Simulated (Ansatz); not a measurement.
An Ansatz (a first-principles code) input:

Ansatz 0.2 input:
```yaml
crystal:
  lattice:
    - [0.0, 2.6587478551, 2.6587478551]
    - [2.6587478551, 0.0, 2.6587478551]
    - [2.6587478551, 2.6587478551, 0.0]
  atoms:
    - { symbol: K, position: [0.0, 0.0, 0.0] }
    - { symbol: F, position: [0.5, 0.5, 0.5] }
kpoints:
  mp_grid: { grid: [7, 7, 7] }
hamiltonian:
  xc: hse06
  pseudopotentials: { kind: paw }
scf:
  n_extra_bands: 6
  occupations: { method: fixed }
output:
  eigenvalues: true
  eigenstates:
    e_range: [-9.0, 18.4]
    kpoints:
      - [0.0, 0.0, 0.0]  # VBM
      - [0.0, 0.0, 0.0]  # CBM
      - [0.0, 0.0, 0.0]  # GAMMA
      - [0.5, 0.0, 0.5]  # X
      - [0.5, 0.5, 0.5]  # L
      - [0.5, 0.25, 0.75]  # W
      - [0.375, 0.375, 0.75]  # K
      - [0.625, 0.25, 0.625]  # U
```

**Question.** How many symmetry operations and irreducible k-points will the run report?

**Answer.** 48 operations, 20 of 343 k-points.

**Question.** With a cutoff of 420 eV, how many plane waves at Γ?

**Answer.** 725.

It took roughly 60 core-seconds on shared server cores.

The points marked VBM and CBM come from a semilocal run.

Space group Fm-3m (rock salt). The cell was relaxed with r²SCAN under the symmetry of its start; phonons on a q-mesh show no instability.

Potentials: the later of the program's two PAW sets.

Ansatz is a plane-wave DFT program.
